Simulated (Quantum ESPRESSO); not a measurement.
```
CELL_PARAMETERS angstrom
      3.23735     0.00000     0.00000
     -1.61867     2.80363     0.00000
      0.00000     0.00000     5.22206
ATOMIC_POSITIONS crystal
  O  0.66667 0.33333 0.87972
  O  0.33333 0.66667 0.37972
  Zn 0.66667 0.33333 0.50059
  Zn 0.33333 0.66667 0.00059
```

The geometry is that of Materials Project entry mp-2133, symmetrised and not relaxed again.

What does norm-conserving PBE (Quantum ESPRESSO, 84 Ry, no spin-orbit coupling) give for the electronic structure near the Fermi level?

The PBE gap is direct, 0.87 eV at Γ.
